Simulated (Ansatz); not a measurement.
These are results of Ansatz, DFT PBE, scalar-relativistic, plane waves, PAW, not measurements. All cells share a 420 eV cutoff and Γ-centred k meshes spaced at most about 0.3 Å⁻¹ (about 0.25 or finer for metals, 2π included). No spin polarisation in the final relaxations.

Temperature and zero-point effects are left out.

Two forms of Hf3SnTe8 were relaxed alike.

A.

```cif
data_structure
_symmetry_space_group_name_H-M 'C2/m'
_symmetry_Int_Tables_number 12
_cell_length_a 14.0533
_cell_length_b 8.1114
_cell_length_c 10.1636
_cell_angle_alpha 90.000
_cell_angle_beta 133.570
_cell_angle_gamma 90.000
_cell_volume 839.42
loop_
_atom_site_label
_atom_site_type_symbol
_atom_site_symmetry_multiplicity
_atom_site_Wyckoff_symbol
_atom_site_fract_x
_atom_site_fract_y
_atom_site_fract_z
_atom_site_occupancy
Hf1 Hf 4 e 0.75000 0.25000 0.00000 1
Hf2 Hf 2 a 0.00000 0.00000 0.00000 1
Sn1 Sn 2 b 0.00000 0.50000 0.00000 1
Te1 Te 8 j 0.29444 0.74078 0.76098 1
Te2 Te 4 i 0.04808 0.00000 0.76198 1
Te3 Te 4 i 0.05359 0.50000 0.76064 1
```

B.

```cif
data_structure
_symmetry_space_group_name_H-M 'P-3m1'
_symmetry_Int_Tables_number 164
_cell_length_a 4.0229
_cell_length_b 4.0229
_cell_length_c 28.9844
_cell_angle_alpha 90.000
_cell_angle_beta 90.000
_cell_angle_gamma 120.000
_cell_volume 406.24
loop_
_atom_site_label
_atom_site_type_symbol
_atom_site_symmetry_multiplicity
_atom_site_Wyckoff_symbol
_atom_site_fract_x
_atom_site_fract_y
_atom_site_fract_z
_atom_site_occupancy
Hf1 Hf 2 c 0.00000 0.00000 0.25191 1
Hf2 Hf 1 b 0.00000 0.00000 0.50000 1
Sn1 Sn 1 a 0.00000 0.00000 0.00000 1
Te1 Te 2 d 0.33333 0.66667 0.06291 1
Te2 Te 2 d 0.33333 0.66667 0.31234 1
Te3 Te 2 d 0.33333 0.66667 0.56039 1
Te4 Te 2 d 0.33333 0.66667 0.80846 1
```

Problem. Which placement of the atoms is lower in energy, and by how much?

Solution. B is lower, by 15 meV/atom. The two share one framework of sites and differ in which element sits where. A has space group C2/m (No. 12), 35.0 Å³/atom and no gap on its mesh; B has Hf and Sn ordered on cadmium iodide sites, space group P-3m1 (No. 164), 33.9 Å³/atom and no gap. Counting Te atoms around Hf and Sn (those within 1.25 times the shortest such distance or 1.15 times the sum of covalent radii, 1.27 where that leaves under three), A and B both have Hf 6, Sn 6. In A, Hf on a site of symmetry -1 is surrounded by 6 Te at 2.90–2.92 Å; Sn has 6 Te at 3.00 Å; Te on a site of symmetry 1 is surrounded by 2 Hf at 2.90 Å and 1 Sn at 3.00 Å; 3 more sites not described. In B, Hf on a site of symmetry 3m has 6 Te at 2.91 Å; Sn is surrounded by 6 Te at 2.95 Å; around Te on its first site lie 3 Sn at 2.95 Å; 4 more sites not described. Both come from invented guesses.

No dispersion correction is applied, so the spacing and binding between layers, chains or molecules are poorly described (C2/m, P-3m1), and this can change margins and order among such cells. Spin–orbit coupling, which can matter for Hf and Te, is left out. The zero gap of C2/m may come from the functional, which often closes small gaps, or the cell may be a true semimetal. Cells relaxed within their symmetry can be saddle points.
